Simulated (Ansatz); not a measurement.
**EuGe₂ (P-3m1): the volume from the results**

The reference geometry is a structure from the Materials Project; nothing is relaxed.

Settings: LDA, 8×8×7 k mesh, Fermi–Dirac smearing of 0.03 eV. PAW means Ansatz 0.2.0 on its default frozen-core files. Site moments are integrated in spheres about the atoms.

The run was typed so:

```yaml
crystal:
  lattice:
    - [4.3582518841, 0.0, 0.0]
    - [-2.179125942, 3.7743568477, 0.0]
    - [0.0, 0.0, 4.29062733]
  atoms:
    - { symbol: Eu, position: [0.0, 0.0, 0.0], spin: 7.0 }
    - { symbol: Ge, position: [0.6666666667, 0.3333333333, 0.51573293] }
    - { symbol: Ge, position: [0.3333333333, 0.6666666667, 0.48426707] }
magnetization:
  spin_polarized: true
kpoints:
  mp_grid: { grid: [8, 8, 7] }
scf:
  occupations: { method: fermi_dirac, width: 0.03 }
hamiltonian:
  xc: lda
  pseudopotentials: { kind: paw }
output:
  forces: true
  stress: true
  eigenvalues: true
  populations: true
  write_density: true
  write_potential: true
  elf: true
  volumetric_format: npy
```

Command: `ansatz run input.yaml --threads 2 --pin off --max-ram 6144MiB --backend cpu --events-out ev --progress --plain --runs-dir out`

The cell is scaled evenly, and every run starts from the same moments. Some of the runs:

```json
{"V/V₀": "0.66", "cell moment (μB)": "6.89", "largest site moment (μB)": "6.52", "F − F(V₀) (meV/atom)": "554"}
{"V/V₀": "0.74", "cell moment (μB)": "6.87", "largest site moment (μB)": "6.57", "F − F(V₀) (meV/atom)": "188"}
{"V/V₀": "1.1", "cell moment (μB)": "6.87", "largest site moment (μB)": "6.76", "F − F(V₀) (meV/atom)": "90"}
```

Question: Another run of the series gave cell moment (μB) = 6.88, largest site moment (μB) = 6.70, F − F(V₀) (meV/atom) = -21. At which V/V₀ was it made?
A. 0.86
B. 0.96
C. 1.25
D. 0.92
E. 0.8
F. 1.04

Answer: B. V/V₀ = 0.96.

Question: Another run of the series gave cell moment (μB) = 6.86, largest site moment (μB) = 6.73, F − F(V₀) (meV/atom) = 31. At which V/V₀ was it made?
A. 1.04
B. 0.86
C. 1.25
D. 0.8
E. 0.96
F. 0.92

Answer: A. V/V₀ = 1.04.

The whole series:

```json
{"V/V₀": "0.66", "cell moment (μB)": "6.89", "largest site moment (μB)": "6.52", "F − F(V₀) (meV/atom)": "554"}
{"V/V₀": "0.74", "cell moment (μB)": "6.87", "largest site moment (μB)": "6.57", "F − F(V₀) (meV/atom)": "188"}
{"V/V₀": "0.8", "cell moment (μB)": "6.88", "largest site moment (μB)": "6.61", "F − F(V₀) (meV/atom)": "50"}
{"V/V₀": "0.86", "cell moment (μB)": "6.88", "largest site moment (μB)": "6.65", "F − F(V₀) (meV/atom)": "-15"}
{"V/V₀": "0.92", "cell moment (μB)": "6.88", "largest site moment (μB)": "6.68", "F − F(V₀) (meV/atom)": "-30"}
{"V/V₀": "0.96", "cell moment (μB)": "6.88", "largest site moment (μB)": "6.70", "F − F(V₀) (meV/atom)": "-21"}
{"V/V₀": "1", "cell moment (μB)": "6.86", "largest site moment (μB)": "6.72", "F − F(V₀) (meV/atom)": "0"}
{"V/V₀": "1.04", "cell moment (μB)": "6.86", "largest site moment (μB)": "6.73", "F − F(V₀) (meV/atom)": "31"}
{"V/V₀": "1.1", "cell moment (μB)": "6.87", "largest site moment (μB)": "6.76", "F − F(V₀) (meV/atom)": "90"}
{"V/V₀": "1.25", "cell moment (μB)": "6.90", "largest site moment (μB)": "6.82", "F − F(V₀) (meV/atom)": "279"}
```

The PAW files were made with PBE; the program remakes their cores once for the run's functional and then keeps them frozen. Without U a semilocal functional puts the f levels too near the Fermi level, which can change moments and the order of magnetic states; site and cell moments are spin moments. Under strong compression frozen cores are worth checking against an all-electron run. Spin–orbit coupling is left out although heavy atoms are present. With open f shells a run can end in a state that isn't the lowest. None of this fixes the real material's magnetic order: only patterns that fit the cell were computed, at zero temperature, with a functional that can overstate moments.
